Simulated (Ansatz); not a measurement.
The cell comes from COD entry 9013010, which wasn't checked; take it as a given geometry. The listed cell was then made from it by scaling, straining or moving an atom.

Sb: DFT, PBEsol, all-electron LAPW, scalar-relativistic (Ansatz 0.2.0). What sets it apart from a plain run of this crystal: zz strain of +1 %.

Command: `ansatz run input.yaml --threads 1 --pin off --max-ram 3072MiB --backend cpu --events-out ev --progress --plain --runs-dir out` The run took 31 s on 1 thread of Intel(R) Xeon(R) 6975P-C (Granite Rapids), on a shared host, peak memory 0.86 GiB.

```yaml
crystal:
  lattice:
    - [-1.505, 1.505, 2.5048]
    - [1.505, -1.505, 2.5048]
    - [1.505, 1.505, -2.5048]
  atoms:
    - { symbol: Sb, position: [0.0, 0.0, 0.0] }
kpoints:
  mp_grid: { grid: [13, 13, 15] }
  band_path:
    path:
      - [0.0, 0.0, 0.0]
      - [0.0, 0.0, 0.5]
      - [0.25, 0.25, 0.25]
      - [0.0, 0.5, 0.0]
      - [0.0, 0.0, 0.0]
      - [0.5, 0.5, -0.5]
      - [0.3402540916, 0.6597459084, -0.3402540916]
      - [-0.3402540916, 0.3402540916, 0.3402540916]
      - [0.0, 0.0, 0.0]
    npoints: 5
scf:
  occupations: { method: fermi_dirac, width: 0.03 }
hamiltonian:
  xc: pbesol
  pseudopotentials: { kind: all_electron, lapw: { basis_error: 0.00025 } }
output:
  forces: true
  stress: true
  eigenvalues: true
```

Output (standing set-up lines are left out):

```
Crystal: 1 atoms, lattice volume = 22.694 Å³
iter 1 solved again at ethr=3.59e-5 eV; its pass at ethr=1.00e-1 eV (dr2=8.26e-3 eV) is discarded
SCF iter   1: F=—  HF=-176291.432066 eV  |F-HF|=—  |Δ(HF+E_count)|=         —  Δρ=7.44e-3  dr2=8.27e-3  ethr=3.59e-5  ⟨swp⟩=3.4  Hψ=78873  notcnv=0
preconditioner: auto → Kerker (q_TF=auto, 2.734 Å⁻¹)  [metal: Δε(μ)=0.000 eV  Ē_g=29.127 eV  σ=0.030 eV  W_gap=0.00  n_scr=10 (ndim 8)  ℏωp=30.2 eV  f_vac=0.000  D(μ)=0.65/eV (n_scr^D=0)]
SCF iter   2: F=—  HF=-176291.422647 eV  |F-HF|=—  |Δ(HF+E_count)|=   9.42e-3  Δρ=4.60e-3  dr2=3.60e-3  ethr=3.59e-5  ⟨swp⟩=2.0  Hψ=31125  notcnv=0
SCF iter   3: F=—  HF=-176291.421313 eV  |F-HF|=—  |Δ(HF+E_count)|=   1.33e-3  Δρ=2.07e-3  dr2=8.45e-4  ethr=1.56e-5  ⟨swp⟩=2.0  Hψ=31419  notcnv=0
SCF iter   4: F=—  HF=-176291.421181 eV  |F-HF|=—  |Δ(HF+E_count)|=   1.32e-4  Δρ=8.59e-4  dr2=1.64e-4  ethr=3.67e-6  ⟨swp⟩=2.0  Hψ=30616  notcnv=0
iter 5 solved again at ethr=1.39e-8 eV; its pass at ethr=7.11e-7 eV (dr2=3.20e-6 eV) is discarded
SCF iter   5: F=—  HF=-176291.421187 eV  |F-HF|=—  |Δ(HF+E_count)|=   5.94e-6  Δρ=1.22e-4  dr2=3.19e-6  ethr=1.39e-8  ⟨swp⟩=2.0  Hψ=52283  notcnv=0
SCF iter   6: F=—  HF=-176291.421187 eV  |F-HF|=—  |Δ(HF+E_count)|=   7.45e-8  Δρ=4.29e-5  dr2=4.48e-7  ethr=1.39e-8  ⟨swp⟩=2.0  Hψ=30602  notcnv=0
SCF iter   7: F=-176291.421187 eV  HF=-176291.421187 eV  |F-HF|=1.11e-9  |Δ(HF+E_count)|=   1.37e-8  Δρ=9.33e-6  dr2=2.73e-8  ethr=1.95e-9  ⟨swp⟩=2.0  Hψ=30602  notcnv=0
SCF 1 converged in 7 iterations: F = -176291.421187 eV  dr2 = 2.73e-8
NSCF: frozen V_eff on 41 k-points
SCF converged after 7 iterations
Free energy (F): -176291.421187 eV
Harris-Foulkes:  -176291.421187 eV  (|F-HF|=1.11e-9)
Internal energy: -176291.419234 eV  (E = F + TS)
E sigma→0 (E₀):  -176291.420211 eV
Entropy (-TS):   -0.001953 eV (-1.953 meV/atom)
Fermi energy:    18.034710 eV
--- Per-component energies (eV) ---
  E_band       = -780.510135
  E_kinetic    = 185781.758298
  E_xc         = -4568.046592
  E_electrostatic = -357505.130940  (all electrons and nuclei)
  E_smearing   = -0.001953  (= −TS)
  E_closure    = 0.000000  (closes the sum)
  E_atoms      = -176287.264445  (free atoms, spherical and without spin; not in F)
  Σ components = -176291.421187   (vs F -176291.421187, Δ=0.00e0)
  Basis errors (estimates in eV, not in F): energy 6.6e-5 per atom: plane waves 6.3e-5 (3.3e-5 summed), levels above the bands 3.0e-167, relativity 5.7e-9, radial functions 3.3e-6, core shells 1.3e-9; eigenvalues (radial functions only) 1.6e-4; not estimated: angular momenta, meshes, grids; target (lapw.basis_error) 2.5e-4; muffin-tin radii Sb 1.505 Å
--- Forces (eV/Å), atoms counted from 1 ---
  atom   1  Sb     0.00000000     0.00000000     0.00000000
  max |Σ_I F_I| component: 1.48e-31 eV/Å
--- Stress (GPa, compression-positive) ---
       14.954101       0.203319      -0.223776
        0.203319      14.954101      -0.223776
       -0.223776      -0.223776      12.184962
  P = ⅓ Tr σ = 14.0311 GPa (140.311 kbar)
--- Band table (eV; the first three rows and the last of 686) ---
  k-point 0: bands = ["-126.3078", "-79.3472", "-79.3332", "-79.3313", "-11.4200", "-11.3230", "-11.2927", "-11.2909", "-11.2084", "3.5884", "24.3330", "24.6933", "24.6962", "28.4239", "28.8991", "29.9263"]
  k-point 1: bands = ["-126.3078", "-79.3472", "-79.3335", "-79.3315", "-11.4070", "-11.3183", "-11.2951", "-11.2897", "-11.2132", "3.7417", "23.7838", "23.8515", "24.1362", "27.3192", "29.2907", "30.0030"]
  k-point 2: bands = ["-126.3077", "-79.3473", "-79.3341", "-79.3320", "-11.3699", "-11.3069", "-11.3056", "-11.2813", "-11.2266", "4.2017", "22.1717", "22.7467", "22.8941", "25.9222", "29.4331", "30.4880"]
  k-point 685: bands = ["-126.3077", "-79.3497", "-79.3341", "-79.3321", "-11.4549", "-11.3553", "-11.1904", "-11.1861", "-11.1835", "8.7834", "11.3911", "19.0379", "20.1826", "24.2338", "25.4189", "39.4156"]
```
